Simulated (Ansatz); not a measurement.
## Kick test of a cell of ReGe₂S₄

The cell was found from a structure generator's guess, not taken from experiment.

Theory: DFT PBE, scalar-relativistic, plane waves, PAW in Ansatz 0.2.0. Cutoff 420 eV; k points 6×6×8 on the computed 7-atom cell (Γ-centred); Gaussian smearing, width 0.10 eV; collinear spin from starting moments 1.3 0.0 0.0 0.0 0.0 0.0 0.0 μB.

The cell below (7 atoms, space group Cmmm (No. 65)) is relaxed within its symmetry.

```xyz
7
Lattice="3.8436 -5.1937 0.0000 3.8436 5.1937 0.0000 0.0000 0.0000 3.6209" Properties=species:S:1:pos:R:3 pbc="T T T"
Re    0.0000    0.0000    0.0000
Ge    1.9218   -2.5968    1.8104
Ge    1.9218    2.5968    1.8104
S     3.8436    2.7764    0.0000
S     3.8436   -2.7764    0.0000
S     1.6380    0.0000    1.8104
S     6.0493    0.0000    1.8104
```

For the test it was strained at random (σ = 1.5 % a component), the atoms were moved at random (σ = 0.10 Å), and all was relaxed again on a coarse 6×4×4 mesh (in the run’s order of axes) with 0.20 eV smearing, with no symmetry imposed.

These runs have no spin–orbit coupling, which can matter for Re. The magnetic state reached may not be the lowest.

Task: Is the structure stable against such a distortion?

Result: It doesn't return. The energy falls by 9 meV/atom on that mesh, the volume changes by 2.6 %, and the end has space group Amm2 (No. 38) at a loose tolerance. Relaxed again on an 8×6×6 mesh with 0.10 eV smearing, the new structure lies 9 meV/atom below the first (mesh in the axes of the run's cell; the cell below is made exact in the group named). Space group Amm2 (No. 38), orthorhombic, a = 3.586 Å, b = 10.220 Å, c = 8.100 Å. Re has 6 S at 2.42–2.46 Å; Ge has 4 S at 2.45–2.62 Å and 2 S at 2.98 Å; S on a site of symmetry m has 1 Re at 2.43 Å, 2 Ge at 2.45 Å and 2 Ge at 2.98 Å; S on a site of symmetry mm2 has 2 Re at 2.46 Å and 2 Ge at 2.58 Å; 1 more site not described.

```cif
data_structure
_symmetry_space_group_name_H-M 'P 1'
_symmetry_Int_Tables_number 1
_cell_length_a 3.5855
_cell_length_b 6.5202
_cell_length_c 6.5202
_cell_angle_alpha 103.201
_cell_angle_beta 90.000
_cell_angle_gamma 90.000
_cell_volume 148.41
loop_
_atom_site_label
_atom_site_type_symbol
_atom_site_fract_x
_atom_site_fract_y
_atom_site_fract_z
_atom_site_occupancy
Re1 Re 0.00000 0.98742 0.98742 1
Ge1 Ge 0.50000 0.03656 0.52308 1
Ge2 Ge 0.50000 0.52308 0.03656 1
S1 S 0.00000 0.74782 0.22311 1
S2 S 0.00000 0.22311 0.74782 1
S3 S 0.50000 0.19466 0.19466 1
S4 S 0.50000 0.78728 0.78728 1
```
